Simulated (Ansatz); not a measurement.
A relaxed structure of VPt₂ is spoiled in several ways and relaxed again each time (noise and exchanges are one random draw each; squeezed and stretched starts keep its symmetry, which their runs cannot lower; pressure is positive under compression). The numbers are results of PBEsol (plane waves to 420 eV, PAW, scalar-relativistic; Ansatz, an electronic-structure program), not measurements.

Space group Immm (No. 71); a = 2.708 Å, b = 3.784 Å, c = 8.302 Å, α = β = γ = 90.00°

```
atom  site  symmetry       x       y       z
----  ----  --------  ------  ------  ------
V       2a       mmm  0.0000  0.0000  0.0000
Pt      4i       mm2  0.0000  0.0000  0.3392
```
(The calculation used a cell of 3 atoms; values per cell refer to that cell.)

| change | first pressure (GPa) | largest first force (eV/Å) | released (eV/atom) | moves | outcome | final group | E − E(parent) (eV/atom) |
|---|---|---|---|---|---|---|---|
| with every coordinate shifted by Gaussian noise of σ = 0.3 Å | – | – | 2.3 | 10 | returns to the parent | Immm | 0.00 |
| squeezed uniformly to 70 % of its volume | ___ | 0.53 | ___ | 15 | ___ | ___ | ___ |
| squeezed uniformly to 80 % of its volume | 106.8 | 0.33 | 0.76 | 12 | ___ | ___ | ___ |

**Question.** What belongs in the gaps?

**Answer.** 
- squeezed uniformly to 70 % of its volume, first pressure (GPa): 233.1
- squeezed uniformly to 70 % of its volume, released (eV/atom): 2.21
- squeezed uniformly to 70 % of its volume, outcome: returns to the parent
- squeezed uniformly to 70 % of its volume, final group: Immm
- squeezed uniformly to 70 % of its volume, E − E(parent) (eV/atom): 0.00
- squeezed uniformly to 80 % of its volume, outcome: returns to the parent
- squeezed uniformly to 80 % of its volume, final group: Immm
- squeezed uniformly to 80 % of its volume, E − E(parent) (eV/atom): 0.00

First-step values come from each run's starting, coarser k-mesh (9×13×15, 16×16×16). Each cell has its own k-point mesh; energy differences are given only to the digits this allows. No spin polarisation in the result.
